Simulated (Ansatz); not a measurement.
Ti3AlC (anti-perovskite, Pm-3m) under volume change, plane-wave PAW PBEsol (Ansatz code), scaled uniformly.

| V (Å³/atom) | E − E(relaxed) (meV/atom) | P (GPa) |
|---|---|---|
| 12.914 | 68.6 | 18.60 |
| 13.340 | 28.9 | 11.45 |
| 13.766 | 6.9 | 5.30 |
| 14.191 | 0.0 | 0.01 |
| 14.617 | 6.2 | -4.54 |
| 15.043 | 23.6 | -8.45 |
| 15.469 | 50.6 | -11.82 |

Question: What does a third-order Birch–Murnaghan fit give for V₀, B₀ and B′?

Answer: V₀ = 14.19 Å³/atom, B₀ = 163 GPa, B′ = 4.0.

The first step of the workflow began from a Materials Project structure, measured or hypothetical; the Crystallography Open Database copy checked does not list it. Whether it is the stable phase at ambient conditions was not checked. The cell was relaxed with PBEsol under the symmetry of its start; whether a distortion lowers the energy is not shown. No spin polarisation was allowed.

Potentials: the earlier of the program's two PAW sets. The files were generated under PBE; for other functionals the program regenerates the frozen cores, and for LDA and PBEsol the local potential too.
